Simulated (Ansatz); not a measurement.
AlN: what the electron mass says about interband coupling

Theory: DFT r2SCAN, scalar-relativistic, plane waves, PAW (Ansatz).

Settings: cutoff 500 eV, Γ-centred mesh 12×12×6 on the computed 4-atom cell, Gaussian smearing of 0.02 eV; no spin polarisation.

Relaxed cell: P6_3mc, a = 3.107 Å, b = 3.107 Å, c = 4.978 Å, α = 90.00°, β = 90.00°, γ = 120.00°, 4 atoms in the primitive cell.

The direct gap at Γ is 4.880 eV, and at Γ the conduction band has a mass of 0.2977 mₑ and the lightest hole 0.2518 mₑ, both along z.

Problem. Use two-band k·p theory to get the Kane energy. As an exercise, what mass follows if the true gap is 1.5 times the computed one (semilocal functionals can miss by more, threefold or worse in zinc and cadmium oxides)?

Solution. Coupling to the valence top alone gives mₑ/m* = 1 + E_P/E_g, so E_P = E_g (mₑ/m* − 1) = 4.880 × (3.36 − 1) = 11.5 eV. The light hole is the mirror band, mₑ/mₗₕ = E_P/E_g − 1, and gives 24.3 eV; the spread shows what other bands add. Fits to experiment give about 15 to 31 eV for common tetrahedral semiconductors; the figure from the electron is a net one, lowered by higher conduction bands, and semilocal functionals tend to give less. With E_P fixed and E_g = 7.32 eV the mass becomes 0.389 mₑ: in this model the mass grows with the gap, in proportion where E_P ≫ E_g, which is why functionals that close gaps give light electrons. A correction that opens the gap also strengthens the coupling, so the true mass usually rises less. Remote bands and spin-orbit splitting are left out of the model.